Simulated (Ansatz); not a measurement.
SiW:
```yaml
crystal:
  lattice:
    - [-1.68336, 1.68336, 5.36121]
    - [1.68336, -1.68336, 5.36121]
    - [1.68336, 1.68336, -5.36121]
  atoms:
    - { symbol: W, position: [0.99557, 0.99557, 0.00000] }
    - { symbol: W, position: [0.74557, 0.24557, 0.50000] }
    - { symbol: Si, position: [0.42043, 0.42043, 0.00000] }
    - { symbol: Si, position: [0.17043, 0.67043, 0.50000] }
```

Relaxed with PBE. Special points in fractions of this cell's reciprocal vectors: Γ (0.000, 0.000, 0.000); X (0.000, 0.000, 0.500); P (0.250, 0.250, 0.250); N (0.000, 0.500, 0.000); M (0.500, 0.500, -0.500); S (0.275, 0.725, -0.275); S0 (-0.275, 0.275, 0.275); R (-0.049, 0.049, 0.500); G (0.500, 0.500, -0.049).

Q: List the band energies nearest the Fermi level at these points for DFT-PBE in the program Ansatz with PAW potentials.

A: In eV from the Fermi level; about four levels below and three above (degenerate sets whole), none deeper than 8.9 eV; points with the same levels are listed once.

```tsv
k	below	above
Γ	-1.58 -1.58 -1.57 -0.79 -0.79	0.07 1.10 2.89
X	-1.81 -1.81 -1.03 -1.03	2.38 2.38 2.71 2.71
P	-1.91 -1.91 -0.98 -0.98	2.38 2.38 2.71 2.71
N	-2.05 -1.51 -1.17 -0.39	1.24 1.28 2.18
M	-2.63 -2.63 -2.35 -2.35	0.55 0.55 1.00 1.00
S	-1.92 -1.68 -1.24 -0.71	1.34 1.59 2.04
R	-1.78 -1.78 -1.13 -1.13	2.34 2.34 2.72 2.72
```

Space group I4_1md. A made-up cell: these elements were put on the sites of a structure type; neither database checked (COD, Materials Project) lists it. Whether it is the stable phase at ambient conditions was not checked. Symmetry was held in the PBE relaxation; its stability against distortions is not shown here. No spin polarisation was allowed. Spin–orbit coupling is left out wherever it is not named.

Potentials: the later of the program's two PAW sets.
